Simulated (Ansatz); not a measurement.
MoSe:
```yaml
crystal:
  lattice:
    - [3.14593, 0.00000, 0.00000]
    - [0.00000, 3.14593, 0.00000]
    - [0.00000, 0.00000, 3.14593]
  atoms:
    - { symbol: Mo, position: [0.00000, 0.00000, 0.00000] }
    - { symbol: Se, position: [0.50000, 0.50000, 0.50000] }
```

Relaxed with PBE. Special points in fractions of this cell's reciprocal vectors: Γ (0.000, 0.000, 0.000); X (0.000, 0.500, 0.000); M (0.500, 0.500, 0.000); R (0.500, 0.500, 0.500).

List the band energies nearest the Fermi level at these points for PBE in the plane-wave PAW code Ansatz.

In eV from the Fermi level; about four levels below and three above (degenerate sets whole), none deeper than 8.9 eV; points with the same levels are listed once.

| k | below | above |
|---|---|---|
| Γ | -3.62 -3.62 -1.90 -1.90 -1.90 | 0.58 0.58 0.58 |
| X | -8.80 -3.76 -3.76 -2.70 | 0.88 1.89 4.19 4.19 |
| M | -3.23 -1.02 -1.02 -0.38 | 0.26 2.17 4.86 |
| R | -7.62 -7.62 -7.62 | 2.29 2.29 2.88 2.88 2.88 |

Space group Pm-3m (CsCl type). The cell is a constructed one: a structure type filled with these elements; neither database checked (COD, Materials Project) lists it. Whether it is the stable phase at ambient conditions was not checked. The cell was relaxed with PBE under the symmetry of its start; whether a distortion lowers the energy is not shown. No spin polarisation was allowed. Spin–orbit coupling is left out wherever it is not named.

Potentials: the earlier of the program's two PAW sets.
